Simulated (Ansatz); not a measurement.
**Si₂Mo: from a starting cell to a relaxed one**

The start is a generated cell, Si2Mo placed in the C49 structure type. The structure is fully relaxed (lattice and positions, P = 0) with r2SCAN (plane waves to 500 eV, PAW, scalar-relativistic; Ansatz, an electronic-structure program). First-step values are on the input's coarse k-mesh.

Ansatz input (later rounds restart from its end on a renewed k-mesh):
Ansatz 0.2 input:
```yaml
crystal:
  lattice:
    - [1.754442, -6.923696, 0]
    - [1.754442, 6.923696, 0]
    - [0, 0, 3.452441]
  atoms:
    - { symbol: Si, position: [0.939, 0.061, 0.75] }
    - { symbol: Si, position: [0.061, 0.939, 0.25] }
    - { symbol: Si, position: [0.25, 0.75, 0.75] }
    - { symbol: Si, position: [0.75, 0.25, 0.25] }
    - { symbol: Mo, position: [0.604, 0.396, 0.75] }
    - { symbol: Mo, position: [0.396, 0.604, 0.25] }
basis: { ecutwfc: 500, ecutrho_ratio: 4, xc_grid: 4, fft_grid_basis: typed }
kpoints: { mp_grid: { grid: [7, 7, 7] } }
hamiltonian:
  xc: r2scan
  dispersion: none
  pseudopotentials: { kind: paw }
scf: { occupations: { method: fermi_dirac, width: 0.05 } }
relax: { f_tol: 0.01, max_steps: 100, cell: { stress_tol: 0.02 } }
output: { forces: true, stress: true }
```

### Question
What is the largest force in the starting geometry, and on which atom (counted from 1)?

### Answer
About 1.7 eV/Å, on Mo5, Mo6 (atoms numbered as listed).

### Question
Give the final cell and atomic positions.

### Answer

```cif
data_Mo4Si8
_chemical_formula_sum 'Si8 Mo4'
_space_group_name_H-M_alt 'Cmcm'
_space_group_IT_number 63
_space_group_name_Hall '-C 2c 2'
_cell_length_a 3.44265
_cell_length_b 15.01184
_cell_length_c 3.39041
_cell_angle_alpha 90.000
_cell_angle_beta 90.000
_cell_angle_gamma 90.000
loop_
_atom_site_label
_atom_site_type_symbol
_atom_site_symmetry_multiplicity
_atom_site_Wyckoff_symbol
_atom_site_fract_x
_atom_site_fract_y
_atom_site_fract_z
_atom_site_occupancy
Si1 Si 4 c 0.00000 0.05939 0.25000 1
Si2 Si 4 c 0.00000 0.24865 0.75000 1
Mo1 Mo 4 c 0.00000 0.37444 0.25000 1
```
(The calculation used a cell of 6 atoms; values per cell refer to that cell.)

The space group stays Cmcm (No. 63) (the run could not lower it); the end is AFLOW prototype A2B_oC12_63_2c_c (C49, as in ZrSi2), with 6 atoms in the primitive cell. Final values are on a 14×14×14 k-mesh of the relaxed cell. No spin polarisation in the result.

The run could not lose the symmetry of its start, so the end can be a saddle point.

The relaxed structure here is a generated cell of Si2Mo: the first start was made by placing the elements on the sites of a structure type, and the end was not matched to a known phase here, so it may be hypothetical. Known forms of Si2Mo include space group No. 139.
